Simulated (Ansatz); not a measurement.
WC in space group Pnma (No. 62; W on 4c, C on 4c), PBE in the plane-wave PAW code Ansatz, all energies at zero smearing, with the estimated change up to a 700 eV cutoff added, with one set of potentials and settings (totals compare only within such a set). Cell of 8 atoms (4 W, 4 C): -42539.083 eV.

| element | reference phase | E (eV/atom) |
|---|---|---|
| W | Im-3m, 1 atoms in the cell | -10384.8193 |
| C | P6_3/mmc, 4 atoms in the cell | -250.9479 |

Formation energy per atom, worked out: (-42539.083 − 4×(-10384.8193) − 4×(-250.9479))/8 = 0.498 eV/atom (48 kJ per mol of atoms), at 0 K, without zero-point energy or fitted corrections.

A made-up cell: these elements were put on the sites of a structure type; neither database checked (COD, Materials Project) lists it. It is not the phase usual at ambient conditions (space group No. 187). The cell was relaxed with PBE under the symmetry of its start; whether a distortion lowers the energy is not shown. No spin polarisation was allowed. The references are the lowest solids computed at this level, not always the standard phases. Spin–orbit coupling is left out wherever it is not named.

Potentials: the later of the program's two PAW sets.
